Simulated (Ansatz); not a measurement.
# Calculated with Ansatz: Na₃Sb₂, single run

Launch command:

```bash
ansatz run input.yaml --threads 1 --pin off --max-ram 2560MiB --backend cpu --events-out ev --progress --plain --runs-dir out
```

input.yaml:

```yaml
crystal:
  lattice:
    - [4.358299, 4.463256, 0.0]
    - [4.358299, -4.463256, 0.0]
    - [2.302071, 0.0, -8.467183]
  atoms:
    - { symbol: Sb, position: [0.8777, 0.31344, 0.8396] }
    - { symbol: Sb, position: [0.68656, 0.1223, 0.6604] }
    - { symbol: Sb, position: [0.1223, 0.68656, 0.1604] }
    - { symbol: Sb, position: [0.31344, 0.8777, 0.3396] }
    - { symbol: Na, position: [0.75921, 0.66429, 0.51484] }
    - { symbol: Na, position: [0.33571, 0.24079, 0.98516] }
    - { symbol: Na, position: [0.24079, 0.33571, 0.48516] }
    - { symbol: Na, position: [0.66429, 0.75921, 0.01484] }
    - { symbol: Na, position: [0.16063, 0.83937, 0.75] }
    - { symbol: Na, position: [0.83937, 0.16063, 0.25] }
  symmetry: { tolerance: 0.0003 }
kpoints:
  mp_grid: { grid: [3, 3, 2], shift: [0, 0, 0] }
magnetization:
  spin_polarized: false
scf:
  occupations: { method: fermi_dirac }
  algorithm: direct_min
hamiltonian:
  pseudopotentials: { kind: paw }
  xc: pbe
basis:
  ecutwfc: 420
output:
  forces: true
  stress: true
  eigenvalues: true
```

Origin of the cell: a known structure type with other elements, at an estimated volume, so it need not be a known compound.

The smearing width isn't typed, so it takes its default of 0.1 eV.

Output (shortened):

```
Pseudopotentials: kind: paw
Pseudopotential: Sb, paw, valence charge 15, recommended cutoff 420 eV (normal), Sb.paw.azcp
Pseudopotential: Na, paw, valence charge 9, recommended cutoff 420 eV (normal), Na.paw.azcp
Functional definition: PBE
  exchange = pbe_x(kappa = kappa, mu = beta*pi^2/3)
  correlation = pbe_c(beta = beta)
Crystal: 10 atoms, lattice volume = 329.411 Å³
Basis set: ecut = 420 eV, 6451 PW (Γ), exchange–correlation on 90×90×120 points (8 copies of the dense FFT grid, shifted against one another)
Bands: 69, of which v1, the nominal top of the filled ones, is band 57 counted from 1 (56 counted from 0)
Symmetry: 4 space group operations
Space group: C2/c (ITA 15), of the structure as read, at distance tolerance 2.1e-3 Å
k-points: 8 of 18
[… 4 lines left out …]
Initial density: superposition of atomic densities (neutral atoms: chi_scale 0, normalization atom), corrected by the library's trained network
Functional: x = pbe(κ = 0.804, μ = 0.219515), c = pbe(β = 0.066725)
SCF iter   1: F=—  HF=-34859.133071 eV  Δρ=1.57e-3  dr2=1.91e-2
SCF iter   2: F=—  HF=-34859.134633 eV  Δρ=7.49e-4  dr2=2.71e-3
SCF iter   3: F=—  HF=-34859.133671 eV  Δρ=2.09e-4  dr2=8.60e-5
SCF iter   4: F=—  HF=-34859.133624 eV  Δρ=2.77e-5  dr2=5.62e-6
SCF iter   5: F=—  HF=-34859.133622 eV  Δρ=6.90e-6  dr2=1.14e-7
SCF iter   6: F=-34859.133622 eV  HF=-34859.133622 eV  Δρ=1.81e-6  dr2=9.87e-9
SCF 1 converged in 6 iterations: F = -34859.133622 eV  dr2 = 9.87e-9
SCF converged after 6 iterations
Stability not checked: this state was not tested for a lower state beside it, because a direct minimisation reached the state, and no test of it is asked (direct_minimisation; see scf.lower_state_search)
Free energy (F): -34859.133622 eV
Harris-Foulkes:  -34859.133622 eV  (|F-HF|=1.10e-8)
Internal energy: -34858.953311 eV  (E = F + TS)
E sigma→0 (E₀):  -34859.043466 eV
Entropy (-TS):   -0.180311 eV (-18.031 meV/atom)
Fermi energy:    4.568568 eV
--- Per-component energies (eV) ---
  E_band       = -2254.637894
  E_kinetic    = 1552.028091
  E_local      = -15979.214797  (includes V_loc(G=0)·N_el)
  E_nonlocal   = 2141.728376
  E_hartree    = 6469.306282
  E_xc         = -785.689065
  E_vxc        = -683.125353  (∫ρ·V_xc dr)
  E_paw        = -19884.425877  (= ΣΔE_a)
  E_vpaw       = -2224.662208  (= ΣTr[D̂ρ^β])
  E_aug_tail   = -0.000192  (compensation charges beyond the density's cutoff)
  E_ewald      = -8372.686129
  E_smearing   = -0.180311  (= −TS)
  Σ components = -34859.133622   (vs F -34859.133622, Δ=0.00e0)
--- Forces (eV/Å), atoms counted from 1 ---
  atom   1  Sb     2.203239    -0.059042    -1.693289
  atom   2  Sb    -2.203239    -0.059042     1.693289
  atom   3  Sb    -2.203239     0.059042     1.693289
  atom   4  Sb     2.203239     0.059042    -1.693289
  atom   5  Na    -0.029688     0.000211    -0.013442
  atom   6  Na     0.029688     0.000211     0.013442
  atom   7  Na     0.029688    -0.000211     0.013442
  atom   8  Na    -0.029688    -0.000211    -0.013442
  atom   9  Na     0.000000     0.061051    -0.000000
  atom  10  Na     0.000000    -0.061051     0.000000
  max |Σ_I F_I| component: 1.39e-17 eV/Å
--- Stress (GPa, compression-positive) ---
        1.916058      -0.000000      -2.839140
       -0.000000      -1.635629       0.000000
       -2.839141       0.000000       0.129815
  P = ⅓ Tr σ = 0.1367 GPa (1.367 kbar)
```

Caveats: no spin-orbit coupling, though heavy elements are present; the k mesh is coarse if the cell is a metal.

The run took 21 s on 1 thread of Intel(R) Xeon(R) 6975P-C (Granite Rapids), on a shared host, peak memory 0.81 GiB, from the program's own first density.
